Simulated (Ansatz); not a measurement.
A trial cell of Al2B2As, before relaxation:

```
Al B As
1.0
     5.57970    0.00000    0.00000
     0.00000    5.57970    0.00000
     0.00000    0.00000    3.66878
Al B As
4 4 2
Cartesian
  2.0221 4.8119 1.8344
  0.7678 2.0221 1.8344
  3.5576 0.7678 1.8344
  4.8119 3.5576 1.8344
  0.9034 3.6932 1.8344
  1.8865 0.9034 1.8344
  4.6763 1.8865 1.8344
  3.6932 4.6763 1.8344
  0.0000 0.0000 0.0000
  2.7899 2.7899 0.0000
```

Level of theory: Ansatz 0.2.0, DFT PBE, scalar-relativistic, plane waves, PAW. Cutoff 420 eV, Gaussian smearing, Γ-centred meshes. Cell and atoms relax first on a coarse mesh and then on a finer one. In between, the cell is made exact in the group found at 0.06 Å. In metals the finer mesh still leaves noise of several meV/atom or more. The steps can't lower the symmetry of their start. No spin polarisation.

A guess keeps its type if space group and coordination stay and the shape of the cell changes little (axis ratios within about 15 %, angles within 6°); the volume may change.

Q: Does it keep its structure type, or change into something else?

A: It doesn't keep its type. The symmetry stays P4/mbm (No. 127). The volume per atom grows by 30.4 %, from 11.4 to 14.9 Å³. The shortest distance goes from 1.58 Å (Al–B) to 2.04 Å (Al–B). The ratio c/a of the conventional cell changes by a factor of 0.62. Counting neighbours within 15 % of an atom's shortest distance, the start has Al 3, As 16, B 3 and the end Al 3, As 18, B 3. In detail, at the end around Al lie 3 B at 2.04–2.16 Å, 1 Al at 2.58 Å, 2 Al at 2.91 Å and 4 As at 3.17 Å; B has 3 Al at 2.04–2.16 Å, 2 B at 2.91 Å and 4 As at 3.03 Å; around As lie 2 As at 2.91 Å, 8 B at 3.03 Å and 8 Al at 3.17 Å.

```yaml
crystal:
  lattice:
    - [7.15632, 0.00000, 0.00000]
    - [0.00000, 7.15632, 0.00000]
    - [0.00000, 0.00000, 2.90760]
  atoms:
    - { symbol: Al, position: [0.37248, 0.87248, 0.50000] }
    - { symbol: Al, position: [0.12752, 0.37248, 0.50000] }
    - { symbol: Al, position: [0.62752, 0.12752, 0.50000] }
    - { symbol: Al, position: [0.87248, 0.62752, 0.50000] }
    - { symbol: B, position: [0.17107, 0.67107, 0.50000] }
    - { symbol: B, position: [0.32893, 0.17107, 0.50000] }
    - { symbol: B, position: [0.82893, 0.32893, 0.50000] }
    - { symbol: B, position: [0.67107, 0.82893, 0.50000] }
    - { symbol: As, position: [0.00000, 0.00000, 0.00000] }
    - { symbol: As, position: [0.50000, 0.50000, 0.00000] }
```

Formation energies are uncorrected and refer to the elements' standard structures at the same level.

Q: At what energy does it end?

A: +0.95 eV/atom. It can't be a ground state, since the elements alone are lower.

The last run used a 6×6×12 mesh (in the run's order of axes) for its 10-atom cell and Gaussian smearing of 0.10 eV. The reference form of As is held partly by dispersion forces, which this level lacks. A structure relaxed within its symmetry needn't be a true minimum. Another cell of Al2B2As relaxed alike, in Cmmm, lies 0.70 eV/atom lower, so this cell isn't the stable form at this level.
